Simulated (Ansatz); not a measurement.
Cu: energy along a strain

Cu, Cmcm, a = 2.430 Å, b = 7.920 Å, c = 2.468 Å. This isn't the element's structure at ambient conditions. Ansatz: PBEsol, PAW, 420 eV, Γ-centred 26×26×24 mesh on 2 atoms, Gaussian smearing 0.15 eV; no spin polarisation. Cell vectors (Å): 1.215 -3.960 0.000; 1.215 3.960 0.000; 0.000 0.000 2.468. The cell is strained by x per cent times the pattern (0 0 1 0 0 0) in the order xx yy zz yz xz xy (engineering shears), with fractional coordinates held. y is the free energy over the start, V0 = 11.871 Å³/atom. Points with a strain past 8.5 % were computed too (5) and aren't used here.

```
x (%) y (meV/atom)
-7.50         82.28
-3.75         17.89
 0.00          0.00
 3.75         12.76
 7.50             ?
```

**Question.** Fit y = c2 x² + c3 x³ to the other rows, get the stiffness along the pattern, and predict the missing energy.

**Answer.** Least squares on the rows shown. y = 1.0914 x² − 0.049491 x³. The clamped-ion stiffness p·C·p = 2 × 10.91 eV × 160.2 / 11.871 Å³ = 295 GPa, which is C33 in these axes. At x = 7.50 the fit asked for gives 40.51 meV/atom. The run gave 45.99 meV/atom, so the fit is 5.48 meV/atom too low, 6.7 % of the span of the series, against an rms of 0.04 meV/atom on the fitted rows. The row lies outside the fitted range. With a term in x⁴ added, a fit to the same known rows (none to spare) predicts 41.24 meV/atom, no real gain.

Cost: 10 runs of about 5.7 core-minutes in all, on Intel Xeon 6975P-C (Granite Rapids) (shared hosts).